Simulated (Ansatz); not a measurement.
Given:

FeSi:
```xyz
8
Lattice="4.3690 0.0000 0.0000 0.0000 4.3690 0.0000 0.0000 0.0000 4.3690" Properties=species:S:1:pos:R:3 pbc="T T T"
Fe     3.7711     2.7823     1.5866
Fe     2.7823     1.5866     3.7711
Fe     1.5866     3.7711     2.7823
Fe     0.5979     0.5979     0.5979
Si     0.6954     1.4891     2.8799
Si     1.4891     2.8799     0.6954
Si     2.8799     0.6954     1.4891
Si     3.6736     3.6736     3.6736
```

This is the LDA-relaxed structure. x, y and z are the axes in which the lattice vectors are written.

Q: All from the program Ansatz at the LDA level (PAW), unless another level is named. Predict the smallest direct gap on the standard path.

A: 0.17 eV.

Q: Next, the formation energy from the elements (no fitted shifts)?

A: -0.71 eV/atom.

Q: Next, the band gap?

A: 0.12 eV (indirect).

Q: Predict the hole effective mass.

A: 2.1, 3.1, 6.4 mₑ (principal values).

Q: Next, the conduction-band minimum?

A: off the standard path, at k = (0.000, 0.281, 0.260) in fractions of the reciprocal vectors.

Space group P2_13. The LDA relaxation kept the symmetry of its start. No spin polarisation was allowed. The references are the lowest solids computed at this level, not always the standard phases.

Potentials: the later of the program's two PAW sets.
